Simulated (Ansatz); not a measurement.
Si:
```
Si
1.0
    3.80244     0.00000     0.00000
   -1.90122     3.29301     0.00000
    0.00000     0.00000     6.28908
Si
4
Direct
  0.33333   0.66667   0.06303
  0.66667   0.33333   0.93697
  0.66667   0.33333   0.56303
  0.33333   0.66667   0.43697
```

Relaxed with LDA. Special points in fractions of this cell's reciprocal vectors: Γ (0.000, 0.000, 0.000); M (0.500, 0.000, 0.000); K (0.333, 0.333, 0.000); A (0.000, 0.000, 0.500); L (0.500, 0.000, 0.500); H (0.333, 0.333, 0.500).

### Question
List the band energies nearest the valence-band maximum at these points for LDA (plane waves, PAW; program Ansatz).

### Answer
In eV from the valence-band maximum; about four levels below and three above (degenerate sets whole), none deeper than 8.9 eV; points with the same levels are listed once.

```json
[
 {"k": "Γ", "below": "-1.54 -1.54 -0.37 0.00 0.00", "above": "0.98 1.95 1.95"},
 {"k": "M", "below": "-4.78 -3.12 -3.10 -1.46", "above": "0.27 2.29 2.87"},
 {"k": "K", "below": "-5.34 -3.68 -3.68 -3.43", "above": "0.64 5.30 5.39 5.39"},
 {"k": "A", "below": "-0.94 -0.94 -0.94 -0.94", "above": "1.77 1.77 2.94 2.94 2.94 2.94"},
 {"k": "L", "below": "-2.51 -2.51 -2.47 -2.47", "above": "0.80 0.80 1.55 1.55"},
 {"k": "H", "below": "-4.62 -4.62 -2.03 -2.03", "above": "1.49 1.49 3.48 3.48"}
]
```

Space group P6_3/mmc. The workflow started from a Materials Project entry (that database holds measured and hypothetical structures alike); the Crystallography Open Database copy checked does not list it. It is not the phase usual at ambient conditions (space group No. 227). The cell was relaxed with LDA under the symmetry of its start; its stability against distortions is not shown here.

Potentials: the later of the program's two PAW sets.
